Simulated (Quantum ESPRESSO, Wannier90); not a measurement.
## Wannier functions of KTaO₃ (cubic perovskite)

Structure: Materials Project mp-3614, symmetrised, not relaxed again. COD (Crystallography Open Database) records the formula in this space group. Ideal cubic forms of this type are often high-temperature phases that distort on cooling; symmetry holds the cell here, and its stability was not tested. Computed values, not measurements, from PBEsol: Quantum ESPRESSO (norm-conserving PseudoDojo potentials, cutoff 68 Ry, no spin polarisation, no spin-orbit coupling) on a Γ-centred 8×8×8 mesh, then Wannier90. Density: 8×8×8 mesh, cold smearing 0.01 Ry. Spin-orbit coupling is left out although heavy elements are present.

```
begin unit_cell_cart
ang
    3.9948800000    0.0000000000    0.0000000000
    0.0000000000    3.9948800000    0.0000000000
    0.0000000000    0.0000000000    3.9948800000
end unit_cell_cart
mp_grid = 8 8 8
```

Neighbour vectors b of the finite-difference formula (Å⁻¹), by shell:

```tsv
shell	b_x	b_y	b_z
1	0.00000	0.00000	0.19660
1	0.00000	0.19660	0.00000
1	0.19660	0.00000	0.00000
1	0.00000	0.00000	-0.19660
1	0.00000	-0.19660	0.00000
1	-0.19660	0.00000	0.00000
```

**Question.** Find the weights w_b from the completeness condition Σ_b w_b b_α b_β = δ_αβ.

**Answer.** Shell 1: Σ b_x² = 0.077, Σ b_y² = 0.077, Σ b_z² = 0.077 Å⁻²
Each of the three diagonal sums, weighted, has to give 1 and the off-diagonal ones 0, which holds for w_1 = 12.9 Å². Check on xx: 12.94×0.077 = 1.00.

On this mesh the 12 functions of bands 6-8,12-20 (valence bands; start: SCDM (isolated), conv_tol = 1.0e-6) end with spreads 0.8490, 0.8490, 0.8490, 1.0804, 1.0805, 1.0801, 1.0796, 1.0798, 1.0798, 1.1150, 1.1148, 1.1145 Å², Ω_I = 10.9247 Å² and Ω_D = 0.0017 Å².

Ω_total is the sum of the spreads, 12.372 Å². Ω_OD = Ω_total − Ω_I − Ω_D = 1.445 Å². Only (Ω_D + Ω_OD)/Ω_total = 11.7 % depends on the gauge, and another start could lower the total by that share at most. The rms radius is √(Ω_total/12) = 1.02 Å.
